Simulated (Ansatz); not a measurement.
ZrO:
```
ZrO
1.0
    5.24836     0.00000     0.00000
   -2.62418     4.54521     0.00000
    0.00000     0.00000     3.16591
Zr O
3 3
Direct
  0.00000   0.00000   0.00000
  0.33333   0.66667   0.50000
  0.66667   0.33333   0.50000
  0.40670   0.00000   0.00000
  0.59330   0.59330   0.00000
  0.00000   0.40670   0.00000
```

Relaxed with PBEsol. Special points in fractions of this cell's reciprocal vectors: Γ (0.000, 0.000, 0.000); M (0.500, 0.000, 0.000); K (0.333, 0.333, 0.000); A (0.000, 0.000, 0.500); L (0.500, 0.000, 0.500); H (0.333, 0.333, 0.500).

Task: List the band energies nearest the Fermi level at these points for PBEsol in the plane-wave PAW code Ansatz.

Result: In eV from the Fermi level; about four levels below and three above (degenerate sets whole), none deeper than 8.9 eV; points with the same levels are listed once.

| k | below | above |
|---|---|---|
| Γ | -4.05 -0.83 -0.83 -0.55 | 0.70 0.70 1.19 1.19 |
| M | -5.35 -2.85 -2.11 -1.78 | 0.33 1.75 2.10 |
| K | -5.68 -2.82 -1.72 -1.72 | 0.59 1.42 1.42 |
| A | -5.88 -5.88 -5.78 -2.27 -2.27 | 0.07 1.38 1.38 |
| L | -5.57 -2.28 -1.33 -0.81 | 1.03 1.29 2.29 |
| H | -5.73 -5.73 -1.69 -1.69 -1.33 | 1.53 1.53 2.18 2.18 |

Space group P-62m. The start of the workflow was typed in or built on a structure type; neither database checked (COD, Materials Project) lists it. COD files the formula under space group No. 225. Whether it is the stable phase at ambient conditions was not checked. The PBEsol relaxation kept the symmetry of its start; its stability against distortions is not shown here. The run is not spin-polarised. A small band overlap can be real or an error of a semilocal functional. Spin–orbit coupling is left out wherever it is not named.

Potentials: the earlier of the program's two PAW sets. The files were generated under PBE; for other functionals the program regenerates the frozen cores, and for LDA and PBEsol the local potential too.
